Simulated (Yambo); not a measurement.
Yambo run on CdZnS₂ (space group P3m1, No. 156). The wavefunctions are PBEsol (Quantum ESPRESSO, PseudoDojo norm-conserving, 102 Ry, with spin-orbit coupling) ones on a 3×3×2 mesh (52 occupied bands); a = b = 3.936 Å, c = 6.518 Å, α = β = 90.00°, γ = 120.00°.

Yambo input:

```
rim_cut
gw0
dyson
el_el_corr
HF_and_locXC
ppa
em1d
RandQpts= 1000000
RandGvec= 1 Ry
EXXRLvcs= 102 Ry
VXCRLvcs= 408 Ry
Chimod= "HARTREE"
% BndsRnXp
 17 | 286 |
%
NGsBlkXp= 1 Ry
% LongDrXp
 1.0 | 1.0 | 1.0 |
%
PPAPntXp= 27.2114 eV
% GbndRnge
 1 | 286 |
%
GTermKind= "BG"
DysSolver= "n"
ExtendOut
% QPkrange
 1 | 1 | 52 | 53 |
%
```

k points by index: 1 = Γ.

The o-*.qp file then holds:

```
#    K-point    Band    Eo [eV]    E [eV]    E-Eo [eV]    Vxc [eV]    Vnlxc [eV]    Sc|Eo [eV]    Sc|E [eV]    dSc/dw|Eo [eV]    Re(Z)    Im(Z)
#
    1    52    0.000000    -0.472706    -0.472706    -15.57946    -18.77867    2.632978    2.726505    -5.382626    0.834857    -0.001259
    1    53    1.311208    2.293616    0.982408    -11.28590    -6.981248    -3.137357    -3.322248    -5.120600    0.841623    -0.001189
```
(The two width columns are left out.) Convergence of these settings isn't established.

Geometry relaxed with PBEsol.

The structure is a Materials Project entry; no match was found in the copy of COD used, and its stability was not checked.
